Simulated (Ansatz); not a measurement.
## Profile along the P–In line in InP (zinc blende)

InP (zinc blende)

```
InP
1.0
    0.00000     2.95366     2.95366
    2.95366     0.00000     2.95366
    2.95366     2.95366     0.00000
P In
1 1
Direct
  0.75000   0.75000   0.75000
  0.00000   0.00000   0.00000
```

Fields along a shortest P–In line of a {110} plane (2.56 Å), from P to In, interpolated on the slice's grid (step about 0.2 Å). Computed with r2SCAN (plane waves to 500 eV, PAW, scalar-relativistic; Ansatz, a first-principles code). k mesh 10×10×10. These are valence fields of a PAW run, semicore shells included where kept as valence: close to a nucleus they are smooth pseudo fields. InP was relaxed with its symmetry unable to fall. The PAW data are Ansatz's earlier set.

```
distance from P (Å)  valence electron density (e/Å³)  electron localisation function  density of the highest valence band (e/Å³)  density of the lowest conduction band (e/Å³)
-------------------  -------------------------------  ------------------------------  ------------------------------------------  --------------------------------------------
0.00                                            0.06                               x                                       0.007                                         0.007
0.13                                            0.08                               x                                       0.015                                         0.010
0.26                                            0.21                               x                                       0.057                                         0.029
0.38                                            0.43                               x                                       0.113                                         0.054
0.51                                            0.64                            0.54                                       0.164                                         0.074
0.64                                            0.77                            0.81                                       0.192                                         0.076
0.77                                            0.76                            0.89                                       0.194                                         0.061
0.90                                            0.68                            0.90                                       0.176                                         0.040
1.02                                            0.58                            0.88                                       0.149                                         0.023
1.15                                            0.49                            0.79                                       0.122                                         0.015
1.28                                            0.45                            0.57                                       0.097                                         0.016
1.41                                            0.45                            0.33                                       0.073                                         0.024
1.54                                            0.52                            0.22                                       0.049                                         0.036
1.66                                            0.78                            0.21                                       0.024                                         0.047
1.79                                            1.59                            0.20                                       0.006                                         0.054
1.92                                            3.05                            0.14                                       0.002                                         0.058
2.05                                            4.86                            0.07                                       0.014                                         0.064
2.18                                            6.86                               x                                       0.024                                         0.074
2.30                                            8.79                               x                                       0.022                                         0.082
2.43                                           10.28                               x                                       0.009                                         0.084
2.56                                           10.85                               x                                       0.001                                         0.083
```

x: too close to a nucleus for the ELF to mean much. Band densities are of whole bands, smooth part only.

Density on the P–In line (2.56 Å) at its density minimum, 1.3 Å from P: 0.44 e/Å³. ELF at that point: 0.4. ELF maximum in the middle third of the P–In line: 0.90, 0.9 Å from P.
